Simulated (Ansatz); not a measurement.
**Ti: energy along a strain**

Ti, Fm-3m, a = 4.060 Å (as given, not relaxed at this level: -0.3 GPa). This isn't the element's structure at ambient conditions. Ansatz: PBEsol, PAW, 420 eV, Γ-centred 20×20×20 mesh on 1 atom, Gaussian smearing 0.15 eV; no spin polarisation. Cell vectors (Å): 0.000 2.030 2.030; 2.030 0.000 2.030; 2.030 2.030 0.000. The cell is strained by x per cent times the pattern (0 0 0 1 0 0) in the order xx yy zz yz xz xy (engineering shears), with fractional coordinates held. y is the free energy over the start, V0 = 16.731 Å³/atom. Symmetry makes y even in x. Points with a strain past 8.5 % were computed too (4) and aren't used here.

| x (%) | y (meV/atom) |
| --- | --- |
| -7.50 | 17.37 |
| 0.00 | 0.00 |
| 1.87 | 1.10 |
| 3.75 | 4.40 |
| 5.62 | ? |

Problem. Fit y = c2 x² + c4 x⁴ to the other rows, get the stiffness along the pattern, and predict the missing energy.

Solution. Least squares on the rows shown. y = 0.31431 x² − 9.8024×10⁻⁵ x⁴. The clamped-ion stiffness p·C·p = 2 × 3.143 eV × 160.2 / 16.731 Å³ = 60 GPa, which is C44 in these axes. At x = 5.62 the fit asked for gives 9.83 meV/atom. The run gave 9.83 meV/atom, the same to the digits shown.